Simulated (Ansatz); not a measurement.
# ZrV$_{2}$ (Fd-3m): electronic heat capacity and spin susceptibility from the density of states

These are results of DFT PBEsol, scalar-relativistic, plane waves, PAW (Ansatz), not measurements.

Settings: cutoff 420 eV, Γ-centred mesh 8×8×8 on the computed 6-atom cell, Gaussian smearing of 0.10 eV; no spin polarisation.

Relaxed cell: Fd-3m, a = 7.257 Å, b = 7.257 Å, c = 7.257 Å, α = 90.00°, β = 90.00°, γ = 90.00°, 6 atoms in the primitive cell. Whether it is the stable form of this composition wasn't checked.

The density of states at the Fermi level is 10.771 states/eV in the cell of 6 atoms (2 formula units; both spins, tetrahedra on a 12×12×12 mesh). Averaged over bins of 0.1 eV the density runs from 9.9 to 14.1 states/eV within 0.2 eV of the Fermi level, so the figure hangs on the exact place of that level.

Q: What Sommerfeld coefficient and Pauli susceptibility does this give?

A: Per formula unit N(E_F) = 5.385 states/eV. γ = (π²/3) k_B² N(E_F) N_A = 2.357 mJ/(mol K²) per state/eV, so γ = 12.7 mJ/(mol K²), a mole of formula units. χ_P = μ_B² N(E_F) N_A = 3.23×10⁻⁵ emu/mol per state/eV gives 17.4×10⁻⁵ emu/mol. This is the bare band result: a measured γ of the same phase is as a rule larger by a factor 1 + λ from phonons and spin fluctuations, the spin part of χ is larger by the Stoner factor, and a measured χ also holds orbital and core terms. N(E_F) at one energy is sensitive to the mesh where the density of states has sharp peaks.

A ferromagnetic start lost its moments in a first run, so spin was left out; other magnetic orders weren't tried.

Cost: 1 run of about 0.86 core-minutes, on Arm Neoverse V2 (shared hosts).